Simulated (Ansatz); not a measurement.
# BaSrCeTiO6: Electric field gradients

The cell is a Materials Project structure (computed, not necessarily an observed phase), atoms as given.

Space group P-1 (No. 2); a = 5.8970, b = 5.9141, c = 8.3213 Å, α = 89.74°, β = 89.68°, γ = 89.88°.

| site | Wyckoff | site symmetry | x | y | z |
| --- | --- | --- | --- | --- | --- |
| Ba | 2i | 1 | 0.5091 | 0.5036 | 0.7506 |
| Sr | 2i | 1 | 0.0177 | 0.9976 | 0.7482 |
| Ce5 | 1d | -1 | 0.5000 | 0.0000 | 0.0000 |
| Ce6 | 1g | -1 | 0.0000 | 0.5000 | 0.5000 |
| Ti7 | 1c | -1 | 0.0000 | 0.5000 | 0.0000 |
| Ti8 | 1f | -1 | 0.5000 | 0.0000 | 0.5000 |
| O9 | 2i | 1 | 0.2164 | 0.2469 | 0.0371 |
| O10 | 2i | 1 | 0.7189 | 0.2512 | 0.4820 |
| O13 | 2i | 1 | 0.7515 | 0.2784 | 0.0210 |
| O14 | 2i | 1 | 0.2399 | 0.2103 | 0.4649 |
| O17 | 2i | 1 | 0.0124 | 0.4386 | 0.7653 |
| O18 | 2i | 1 | 0.4711 | 0.0440 | 0.7346 |

One atom of each set is listed.

Computed with Ansatz: DFT, PBE, plane waves and PAW, scalar-relativistic, 420 eV cutoff, Γ-centred 4×4×3 k-points, Fermi–Dirac smearing 0.02 eV.

V_zz is the principal component of the electric field gradient with the largest magnitude, η = (V_xx − V_yy)/V_zz and C_Q = eQV_zz/h.

¹³⁵Ba: I = 3/2, Q = 153.0 mb; ⁸⁷Sr: I = 9/2, Q = 305.0 mb; ⁴⁹Ti: I = 7/2, Q = 247.0 mb; ¹⁷O: I = 5/2, Q = -25.58 mb. Quadrupole moments are those of Pyykkö's year-2017 table.

| site | atoms | first shell | V_zz (10²¹ V/m²) | η | C_Q (MHz) |
| --- | --- | --- | --- | --- | --- |
| Ba | 2 | 12 O at 2.73–3.36 Å | -3.21 | 0.71 | -11.9 |
| Sr | 2 | 12 O at 2.61–3.31 Å | -4.21 | 0.34 | -31.1 |
| Ce5 | 1 | 6 O at 2.23–2.24 Å | -4.68 | 0.83 | – |
| Ce6 | 1 | 6 O at 2.23–2.24 Å | -5.26 | 0.83 | – |
| Ti7 | 1 | 6 O at 1.97–1.99 Å | -1.03 | 0.28 | -6.14 |
| Ti8 | 1 | 6 O at 1.97–1.99 Å | -0.99 | 0.91 | -5.94 |
| O9 | 2 | 1 Ti at 1.99 Å, 1 Ce at 2.24 Å, angle 161°; also 2 Sr at 2.67–3.07 Å, 2 Ba at 2.83–3.30 Å | 0.50 | 0.41 | -0.308 |
| O10 | 2 | 1 Ti at 1.97 Å, 1 Ce at 2.23 Å, angle 169°; also 2 Ba at 2.77–2.96 Å, 2 Sr at 2.87–3.20 Å | 0.47 | 0.71 | -0.290 |
| O13 | 2 | 1 Ti at 1.97 Å, 1 Ce at 2.23 Å, angle 169°; also 2 Ba at 2.76–2.98 Å, 2 Sr at 2.86–3.22 Å | 0.52 | 0.40 | -0.321 |
| O14 | 2 | 1 Ti at 1.99 Å, 1 Ce at 2.24 Å, angle 160°; also 2 Sr at 2.65–2.97 Å, 1 Ba at 2.87 Å | -0.55 | 0.73 | 0.339 |
| O17 | 2 | 1 Ti at 1.99 Å, 1 Ce at 2.24 Å, angle 160°; also 2 Sr at 2.61–3.31 Å, 2 Ba at 2.96–3.00 Å | -0.51 | 0.60 | 0.318 |
| O18 | 2 | 1 Ti at 1.98 Å, 1 Ce at 2.23 Å, angle 163°; also 2 Sr at 2.69–3.24 Å, 2 Ba at 2.73–3.21 Å | -0.54 | 0.75 | 0.332 |

Ce has no stable isotope with a ground-state quadrupole moment in the table, so no C_Q is given.

Without spin–orbit coupling the gradients at and beside Ce can be off by some per cent, at some sites by more.
